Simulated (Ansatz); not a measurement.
ZnGaNO:
```cif
data_GaNOZn
_chemical_formula_sum 'Ga1 N1 Zn1 O1'
_space_group_name_H-M_alt 'P3m1'
_space_group_IT_number 156
_space_group_name_Hall 'P 3 -2"'
_cell_length_a 3.24463
_cell_length_b 3.24463
_cell_length_c 5.26324
_cell_angle_alpha 90.000
_cell_angle_beta 90.000
_cell_angle_gamma 120.000
loop_
_atom_site_label
_atom_site_type_symbol
_atom_site_symmetry_multiplicity
_atom_site_Wyckoff_symbol
_atom_site_fract_x
_atom_site_fract_y
_atom_site_fract_z
_atom_site_occupancy
Ga1 Ga 1 b 0.33333 0.66667 0.02222 1
N1 N 1 b 0.33333 0.66667 0.37120 1
Zn1 Zn 1 c 0.66667 0.33333 0.47147 1
O1 O 1 c 0.66667 0.33333 0.88826 1
```

Relaxed at zero pressure with DFT-r²SCAN in the program Ansatz with PAW potentials.

### Question
The volume is raised by 6 % and shape and atoms relax at that volume. What pressure results, and how do the axes share the change?

### Answer
-6.3 GPa; a 1.3 %, b 1.3 %, c 3.2 %; the energy rises by 16 meV/atom.

### Question
Give the new structure.

### Answer

Space group P3m1 (No. 156); a = 3.288 Å, b = 3.288 Å, c = 5.432 Å, α = 90.00°, β = 90.00°, γ = 120.00°

```
atom  site  symmetry       x       y       z
----  ----  --------  ------  ------  ------
Ga      1b       3m.  0.3333  0.6667  0.0259
N       1b       3m.  0.3333  0.6667  0.3679
Zn      1c       3m.  0.6667  0.3333  0.4637
O       1c       3m.  0.6667  0.3333  0.8957
```

The phase is kept; no other phase was compared at this pressure.

The start of the workflow was typed in or built on a structure type; the Crystallography Open Database copy checked does not list it. Its standing as an ambient phase is unchecked. The cell was relaxed with r²SCAN under the symmetry of its start; its stability against distortions is not shown here.

Potentials: the earlier of the program's two PAW sets.
